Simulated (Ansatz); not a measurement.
Cu:
```xyz
1
Lattice="0.0000 1.7816 1.7816 1.7816 0.0000 1.7816 1.7816 1.7816 0.0000" Properties=species:S:1:pos:R:3 pbc="T T T"
Cu     0.0000     0.0000     0.0000
```

Relaxed with PBEsol. Special points in fractions of this cell's reciprocal vectors: Γ (0.000, 0.000, 0.000); X (0.500, 0.000, 0.500); U (0.625, 0.250, 0.625); K (0.375, 0.375, 0.750); L (0.500, 0.500, 0.500); W (0.500, 0.250, 0.750).

### Question
List the band energies nearest the Fermi level at these points for PBEsol in the plane-wave PAW code Ansatz.

### Answer
In eV from the Fermi level; about four levels below and three above (degenerate sets whole), none deeper than 8.9 eV; … stands for higher levels left out; points with the same levels are listed once.

```
k                          below   above
-  -----------------------------  ------
Γ  -3.11 -3.11 -3.11 -2.21 -2.21       …
X        -4.62 -1.61 -1.44 -1.44  1.41 …
U        -4.25 -2.85 -2.07 -1.65  4.42 …
L  -3.14 -3.14 -1.59 -1.59 -1.19       …
W        -3.67 -3.67 -2.26 -1.44       …
```

Space group Fm-3m (fcc (Cu type)). The PBEsol relaxation kept the symmetry of its start. The run is not spin-polarised.

Potentials: the earlier of the program's two PAW sets.
